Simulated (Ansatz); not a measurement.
## rocksalt-structured OsTe

Method: PBE, scalar-relativistic; collinear spin; PAW, 420 eV, 10×10×10 k-mesh, Gaussian smearing of 0.05 eV; code Ansatz; PAW files: Ansatz's generated set soft_2.

```
Os Te
1.0
     0.00000    2.73307    2.73307
     2.73307    0.00000    2.73307
     2.73307    2.73307    0.00000
Os Te
1 1
Direct
  0.50000 0.50000 0.50000
  0.00000 0.00000 0.00000
```

This is a trial structure made by placing the elements on a prototype's sites, so it needn't be the stable form.

Magnetic state: non-magnetic, site spin moments none.

The cell has space group Fm-3m (read at 0.01 Å). In it the stress is 0.05, 0.05, 0.05, 0.00, 0.00, 0.00 GPa and the largest force component 0.000 eV/Å. Each change below starts from this cell, without further relaxation. Stress is in GPa, positive in compression, in the order xx, yy, zz, yz, xz, xy; energies are counted from the cell above and are free energies with the smearing's entropy, which match forces and stress in a metal.

Q: What happens when atom 2 (Te) is moved by 0.02 Å along z?

A: The energy changes by -0.9 meV per cell, and the force on it along the shift is 0.091 eV/Å (−F/u = -4.55 eV/Å²). Stress: 0.04, 0.04, 0.12, 0.00, 0.00, 0.00.
```tsv
atom	Fx (eV/Å)	Fy	Fz
Os1	0.000	0.000	-0.091
Te2	0.000	0.000	0.091
```

Q: What happens when atom 2 (Te) is moved by 0.12 Å along y?

A: The energy changes by -20.6 meV per cell, and the force on it along the shift is 0.185 eV/Å (−F/u = -1.54 eV/Å²). Stress: -0.25, 2.89, -0.25, 0.00, 0.00, 0.00.
```
atom  Fx (eV/Å)      Fy     Fz
 Os1      0.000  -0.185  0.000
 Te2      0.000   0.185  0.000
```

Q: What stress follows from an engineering strain of 3 % in xz, atoms carried along?

A: -0.01, 0.06, -0.01, 0.00, 0.14, 0.00 GPa; the energy changes by -0.7 meV per cell.
The stress changes with the wrong sign for a stable crystal (a clamped-atom constant of about -4.5 GPa), so the cell is unstable against this strain on this mesh; in a metal a finer mesh can change the sign.

Q: What stress follows from an engineering strain of -2 % in xx, atoms carried along?

A: 6.58, 1.62, 1.62, 0.00, 0.00, 0.00 GPa; the energy changes by 16.3 meV per cell.
The change of the stress over the strain gives a clamped-atom stiffness of about 327 GPa for this component, a secant value that lies under the elastic constant in tension and over it in compression, by several per cent for each per cent of strain.
In a harmonic crystal the energy would rise by V(½Cε² − σ₀ε), with σ₀ the stress of the unstrained cell, = 16.9 meV, close to the run's value; the rest has the sign of the anharmonic part, which a secant stiffness overstates.

Q: All atoms and the cell are disturbed at random:
```xyz
2
Lattice="-0.0370 2.6865 2.7512 2.7092 -0.0292 2.7435 2.7032 2.6727 -0.0232" Properties=species:S:1:pos:R:3 pbc="T T T"
Os    2.5940    2.6341    2.8075
Te    0.0937    0.0309   -0.0717
```
Give the energy change, the stress and the forces.

A: -38.0 meV per cell; stress 8.56, 3.21, 1.82, -0.27, -0.77, 0.44 GPa.
```
atom  Fx (eV/Å)      Fy      Fz
 Os1      0.261   0.042   0.199
 Te2     -0.261  -0.042  -0.199
```

Q: All atoms and the cell are disturbed at random:
```
CELL_PARAMETERS angstrom
0.01744 2.68435 2.71888
2.70835 -0.01483 2.75114
2.73578 2.74404 -0.04225
ATOMIC_POSITIONS crystal
Os 0.51436 0.48052 0.52331
Te 0.98564 0.01948 0.97669
```
Give the energy change, the stress and the forces.

A: -10.8 meV per cell; stress 0.95, 10.62, -2.20, -0.19, -0.07, 0.19 GPa.
```
atom  Fx (eV/Å)      Fy      Fz
 Os1      0.069  -0.385  -0.155
 Te2     -0.069   0.385   0.155
```

These numbers lack spin–orbit coupling. A displaced or strained copy of the relaxed cell lay 19.3 meV/atom lower, so the structure isn't a true minimum at this level.
